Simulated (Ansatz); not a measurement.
MoAs₂:
```xyz
6
Lattice="4.5194 1.6388 0.0000 -4.5194 1.6388 0.0000 -3.7403 0.0000 6.7048" Properties=species:S:1:pos:R:3 pbc="T T T"
Mo    -2.5037     1.6388     2.0041
Mo    -1.2366     1.6388     4.7007
As     1.1990     1.6388     0.2153
As    -4.9393     1.6388     6.4894
As     1.3636     1.6388     4.0692
As    -5.1039     1.6388     2.6356
```

Relaxed with PBEsol. Special points in fractions of this cell's reciprocal vectors: Γ (0.000, 0.000, 0.000); C (0.293, 0.293, 0.000); C2 (-0.293, 0.707, 0.000); Y2 (-0.500, 0.500, 0.000); M2 (-0.500, 0.500, 0.500); D (-0.268, 0.732, 0.500); D2 (0.268, 0.268, 0.500); A (0.000, 0.000, 0.500); L2 (0.000, 0.500, 0.500); V2 (0.000, 0.500, 0.000).

### Question
List the band energies nearest the Fermi level at these points for plane-wave PAW PBEsol (Ansatz code).

### Answer
In eV from the Fermi level; about four levels below and three above (degenerate sets whole), none deeper than 8.9 eV; points with the same levels are listed once.

```tsv
k	below	above
Γ	-2.04 -2.03 -1.32 -0.38	0.34 1.77 1.97
C	-2.29 -1.93 -0.36 -0.08	0.75 1.03 1.57
Y2	-1.15 -0.98 -0.60 -0.34	1.45 1.52 1.87
M2	-1.77 -1.57 -0.97 -0.49	0.65 0.78 1.15
D	-3.10 -2.26 -1.59 -0.25	0.65 0.66 1.33
A	-2.51 -1.47 -1.10 -0.86	1.30 1.32 1.56
L2	-2.72 -2.15 -1.43 -0.80	0.46 1.22 1.39
V2	-3.10 -2.95 -2.42 -1.75	0.33 1.30 1.34
```

Space group C2/m. The workflow started from a Materials Project entry (that database holds measured and hypothetical structures alike); the Crystallography Open Database copy checked does not list it. COD files the formula under space group No. 5. Its standing as an ambient phase is unchecked. The cell was relaxed with PBEsol under the symmetry of its start; its stability against distortions is not shown here. No spin polarisation was allowed. Scalar-relativistic: spin–orbit coupling is off unless named, which matters more the heavier the elements.

Potentials: the later of the program's two PAW sets.
